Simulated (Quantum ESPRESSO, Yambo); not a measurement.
# KTaO3: DFT and GW levels

```
CELL_PARAMETERS angstrom
      3.99488     0.00000     0.00000
      0.00000     3.99488     0.00000
      0.00000     0.00000     3.99488
ATOMIC_POSITIONS crystal
  O  0.00000 0.50000 0.00000
  O  0.50000 0.00000 0.00000
  O  0.00000 0.00000 0.50000
  K  0.50000 0.50000 0.50000
  Ta 0.00000 0.00000 0.00000
```

The geometry is that of Materials Project entry mp-3614, symmetrised and not relaxed again.

Starting point: PBEsol (pw.x of Quantum ESPRESSO, ONCV potentials, with spin-orbit coupling). G0W0 in Yambo: 4×4×4 Γ-centred k mesh, bands 5 to 200 and a 7 Ry block in the screening, 200 bands in G with the Bruneval-Gonze terminator, plasmon pole fitted at 27.2 eV.

| Quantity | Value |
|---|---|
| PBEsol gap along the band path | 2.00 eV |
| PBEsol gap between the mesh's edge points (R → Γ) | 2.00 eV |
| G0W0 gap between the same points | 3.62 eV |
| PBEsol smallest direct gap on the mesh (at Γ) | 2.58 eV |
| G0W0 direct gap at that point | 4.25 eV |

```
k point  band  E PBEsol (eV)  E QP (eV)  shift (eV)     Z
-------  ----  -------------  ---------  ----------  ----
Γ        VB−2          -0.58      -1.10       -0.52  0.78
Γ        VB−1          -0.58      -1.10       -0.51  0.78
Γ          VB          -0.58      -1.09       -0.51  0.78
Γ          CB           2.00       3.15        1.15  0.83
Γ        CB+1           2.00       3.15        1.15  0.83
X          VB          -0.79      -1.31       -0.52  0.78
X          CB           2.28       3.46        1.18  0.83
M          VB          -0.05      -0.52       -0.47  0.77
M          CB           4.88       6.23        1.35  0.79
R          VB           0.00      -0.46       -0.46  0.77
R          CB           6.31       7.71        1.41  0.76
```

Energies count from the PBEsol valence-band maximum.

Nearest settings tried, and what they do to the gap: 134 bands in W, 134 bands in G: +59 meV; 1 Ry block (19 vectors against 171): +672 meV; 2×2×2 mesh: -130 meV. So the settings aren't converged at that level.

The cell is held in this high symmetry; tilts and polar distortions were not searched.
